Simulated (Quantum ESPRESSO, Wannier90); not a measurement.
# Wannier functions of GaBi (zinc blende)

```
CELL_PARAMETERS angstrom
      0.00000     3.18267     3.18267
      3.18267     0.00000     3.18267
      3.18267     3.18267     0.00000
ATOMIC_POSITIONS crystal
  Ga 0.75000 0.75000 0.75000
  Bi 0.00000 0.00000 0.00000
```

Cell from Materials Project (mp-1018126), symmetrised, no further relaxation. Not found in the COD (Crystallography Open Database) copy used; not checked further. Computed values, not measurements, from LDA: Quantum ESPRESSO (norm-conserving PseudoDojo potentials, cutoff 64 Ry, no spin polarisation, no spin-orbit coupling) on a Γ-centred 8×8×8 mesh, then Wannier90. Density: 12×12×12 mesh, cold smearing 0.01 Ry. Spin-orbit coupling is left out although heavy elements are present.

The plane-wave run has 25 bands and 28 electrons a cell. On the energy scale of pw.x, whose zero is arbitrary, the Fermi level lies at 7.52 eV.

Isolated groups of bands, relative to the Fermi level (bands from 12 on overlap up to the last one computed):

| bands | from (eV) | to (eV) | filling | weight on atomic waves |
|---|---|---|---|---|
| 1–5 | -22.50 | -22.45 | filled | Bi 5d 100 % |
| 6–10 | -15.12 | -15.02 | filled | Ga 3d 99 % |
| 11 | -12.17 | -10.56 | filled | Bi 6s 68 %, Ga 4p 19 %, Ga 4s 9 % |

Input w.win, without the blocks of cell, atoms and k-points (512 lines):

```
num_bands = 15
num_wann = 8
exclude_bands = 1-10
num_iter = 800
conv_tol = 1.0e-6
conv_window = 4
dis_num_iter = 1000
dis_conv_tol = 1.0e-6
dis_froz_max = 13.02
write_hr = true
write_u_matrices = true
begin projections
Ga: s;p
Bi: s;p
end projections
mp_grid = 8 8 8
```

wannier90.x stops with:
```
dis_windows: More states in the frozen window than target WFs
```
At some k-point more bands lie below dis_froz_max than there are Wannier functions, and every frozen state has to fit into the subspace. Mended as below, all else unchanged, the run goes through (Ω_I = 14.3 Å²) and follows the plane-wave bands to 5.0 meV rms (states up to 1.0 eV relative to the Fermi level).
```
dis_froz_max = 9.02
```
